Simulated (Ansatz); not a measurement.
# MgZn2: from a starting cell to a relaxed one

The start is a randomly generated symmetric cell of MgZn2 (space group No. 187). A full variable-cell relaxation at zero pressure is run with PBEsol (plane waves to 420 eV, PAW, scalar-relativistic; Ansatz, a program for electronic structure). The first steps use a coarse 12×12×5 k-mesh.

Starting cell:
```
MgZn2
1.0
    3.18960     0.00000     0.00000
   -1.59480     2.76227     0.00000
    0.00000     0.00000     6.66603
Mg Zn
1 2
Direct
  0.00000   0.00000   0.00000
  0.66667   0.33333   0.19264
  0.66667   0.33333   0.80736
```

Largest initial force: 4.62 eV/Å, on Zn2, Zn3 (atoms numbered as listed)
Energy released: 1.29 eV/atom
Volume change: -10.8 %, from 19.58 to 17.45 Å³/atom
Shortest distances (start → end): The closest pairs of elements (up to four, under 3.6 Å), start → end: Mg–Zn 2.25 → 2.86 Å; Zn–Zn 2.57 → 2.49 Å; Mg–Mg 3.19 → 2.92 Å
Optimiser moves: 19

The end point of the relaxation:

```cif
data_MgZn2
_chemical_formula_sum 'Mg1 Zn2'
_space_group_name_H-M_alt 'P-6m2'
_space_group_IT_number 187
_space_group_name_Hall 'P -6 2'
_cell_length_a 2.91590
_cell_length_b 2.91590
_cell_length_c 7.11121
_cell_angle_alpha 90.000
_cell_angle_beta 90.000
_cell_angle_gamma 120.000
loop_
_atom_site_label
_atom_site_type_symbol
_atom_site_symmetry_multiplicity
_atom_site_Wyckoff_symbol
_atom_site_fract_x
_atom_site_fract_y
_atom_site_fract_z
_atom_site_occupancy
Mg1 Mg 1 a 0.00000 0.00000 0.00000 1
Zn1 Zn 2 h 0.33333 0.66667 0.32464 1
```

Final values are on a 18×18×7 k-mesh of the relaxed cell. No spin polarisation in the result.

The run could not lose the symmetry of its start.

The first start was generated by a random draw of sites in a space group. Materials Project lists a structure of MgZn2 in the same space group, P-6m2 (No. 187); the sites were not compared with it, nor with measured phases. Known forms of MgZn2 include space group No. 194.
